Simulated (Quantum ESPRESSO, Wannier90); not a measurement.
Tight-binding from DFT: ZnS (zinc blende)

```
begin unit_cell_cart
ang
    0.0000000000    2.6936850000    2.6936850000
    2.6936850000    0.0000000000    2.6936850000
    2.6936850000    2.6936850000    0.0000000000
end unit_cell_cart
begin atoms_frac
Zn   0.0000000000  0.0000000000  0.0000000000
S   -0.2500000000 -0.2500000000 -0.2500000000
end atoms_frac
```

Cell from Materials Project (mp-10695), symmetrised, no further relaxation. COD (Crystallography Open Database) has the formula in 4 space groups, this one among them (matched by group alone). Method: PBEsol plane waves in Quantum ESPRESSO 7.5 (PseudoDojo norm-conserving files, 68 Ry, no spin polarisation, no spin-orbit coupling), Bloch states on a 10×10×10 mesh through Γ, Wannier90 4.0.1. Density: 10×10×10 mesh, cold smearing 0.01 Ry.

A tight-binding model is made by disentanglement and projection with no localisation steps (num_iter = 0), so the 13 orbitals stay atom-like: hydrogen-like Zn: s;p;d; S: s;p, axes along x, y, z; frozen window up to 3.51 eV relative to the valence-band maximum. It follows pw.x to 1.4 meV rms for states up to 3.0 eV relative to the valence-band maximum. Matrix elements depend on this choice of orbitals and windows.

### Question
What are the on-site energies relative to the valence-band maximum, and how fast do the hoppings decay?

### Answer
| atom | orbitals | energy (eV) |
|---|---|---|
| Zn1 | s | 1.39 |
| Zn1 | pz px py | 6.57 |
| Zn1 | dz2 dx2-y2 | -5.94 |
| Zn1 | dxz dyz dxy | -6.08 |
| S2 | s | -9.43 |
| S2 | pz px py | 0.24 |

```tsv
distance of the centres (Å)	largest modulus (eV)
2–3	1.4
3–4	0.55
4–5	0.081
5–6	0.058
6–7	0.023
7–8	0.012
8–9	0.0068
9–10	0.0043
10–11	0.0055
11–12	0.0047
12–13	0.0020
```
